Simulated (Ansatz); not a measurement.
Y5Si2Sb2 in space group Cmce (No. 64; Y on 16g, Y on 4b, Si on 8f, Sb on 8d), plane-wave PAW PBE (Ansatz code), all energies at zero smearing, with the estimated change up to a 700 eV cutoff added, with one set of potentials and settings (totals compare only within such a set). Cell of 18 atoms (10 Y, 4 Si, 4 Sb): -66985.266 eV.

| element | reference phase | E (eV/atom) |
|---|---|---|
| Y | P6_3/mmc, 2 atoms in the cell | -3848.6668 |
| Si | Fd-3m, 2 atoms in the cell | -635.8096 |
| Sb | R-3m, 2 atoms in the cell | -6484.4916 |

Formation energy per atom, worked out: (-66985.266 − 10×(-3848.6668) − 4×(-635.8096) − 4×(-6484.4916))/18 = -0.966 eV/atom (-93 kJ per mol of atoms), at 0 K, without zero-point energy or fitted corrections.

The first step of the workflow began from a Materials Project structure, measured or hypothetical; the Crystallography Open Database copy checked does not list it. Whether it is the stable phase at ambient conditions was not checked. The PBE relaxation kept the symmetry of its start; its stability against distortions is not shown here. The run is not spin-polarised. The references are the lowest solids computed at this level, not always the standard phases. Spin–orbit coupling is left out wherever it is not named.

Potentials: the later of the program's two PAW sets.
